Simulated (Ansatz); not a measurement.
Y3Mg2TiS8: a run for the field gradients

```yaml
crystal:
  lattice:
    - [3.9085744827, 2.2566165297, 6.2480687011]
    - [-3.9085744827, 2.2566165297, 6.2480687011]
    - [0.0, -4.5132330594, 6.2480687011]
  atoms:
    - { symbol: "Y", position: [0.0, 0.5, 0.5] }
    - { symbol: "Y", position: [0.5, 0.5, 0.0] }
    - { symbol: "Y", position: [0.5, 0.0, 0.5] }
    - { symbol: Mg, position: [0.875415, 0.875415, 0.875415] }
    - { symbol: Mg, position: [0.124585, 0.124585, 0.124585] }
    - { symbol: Ti, position: [0.5, 0.5, 0.5], spin: 1.0 }
    - { symbol: S, position: [0.26795, 0.7332025, 0.7332025] }
    - { symbol: S, position: [0.2667975, 0.2667975, 0.73205] }
    - { symbol: S, position: [0.2543, 0.2543, 0.2543] }
    - { symbol: S, position: [0.2667975, 0.73205, 0.2667975] }
    - { symbol: S, position: [0.7457, 0.7457, 0.7457] }
    - { symbol: S, position: [0.7332025, 0.26795, 0.7332025] }
    - { symbol: S, position: [0.73205, 0.2667975, 0.2667975] }
    - { symbol: S, position: [0.7332025, 0.7332025, 0.26795] }
magnetization:
  spin_polarized: true
  spin_orbit: true
kpoints:
  mp_grid: { grid: [5, 5, 5] }
scf:
  occupations: { method: fermi_dirac, width: 0.05 }
  max_iter: 100
hamiltonian:
  xc: pbe
  pseudopotentials: { kind: nc }
output:
  forces: true
  stress: true
  populations: true
  efg:
    quadrupole_moments_barn: { Mg: 0.1994, Ti: 0.247, S: -0.0694 }
    contact_densities: true
```

```sh
ansatz run input.yaml --threads 1 --pin off --max-ram 3072MiB --backend cpu --events-out ev --progress --plain --runs-dir out
```

**Question.** What happens when this input is run?

**Answer.** The input was rejected before any iteration. The input holds spin-orbit coupling on scalar files. The program says:

```
Error: 3 input errors — fix all and re-run
  1. inconsistent input (magnetization.spin_orbit, magnetization.noncollinear): true requires noncollinear: true — spin–orbit coupling acts on 2-spinor wavefunctions; set both flags
  2. inconsistent input (magnetization.spin_orbit, hamiltonian.pseudopotentials.kind): true requires a fully-relativistic hamiltonian.pseudopotentials.kind (nc_fr or paw_fr), or kind: all_electron without datasets and azcp, which then solves Dirac's equation on LAPW. paw_fr resolves this project's PAW files (source: ansatz) by j as it reads them
```

Against a sound input the change was `magnetization`: {spin_polarized: true} → {spin_polarized: true, spin_orbit: true}; `hamiltonian.pseudopotentials`: {kind: paw} → {kind: nc}; `scf.max_iter`: not typed → 100.

With the sound settings the run converges and gives V_zz (10²¹ V/m²) Y 1.73 (η 0.96), Mg 0.19 (η 0.00), Ti -4.57 (η 0.00), S7 3.85 (η 0.42), S9 2.58 (η 0.00); a site carries the number of its first atom in the input. The run finds no gap above 0.1 eV (a metal, or nearly one), so the gradients can move by 10 % or more with the k-mesh. Without spin–orbit coupling (the program notes it for Y) the gradients can shift somewhat, as the gap is small. Semilocal functionals can leave a metal where correlation in the d or f shell opens a gap in the real compound, and that would change the values at and beside Ti. All moments are parallel here, as the start or the cell imposes; many such compounds order antiparallel, where fields and spin densities carried over to other atoms largely cancel. The magnetic order is the one that the run reached from its start moments, not necessarily the measured one (the real compound may not order at all).
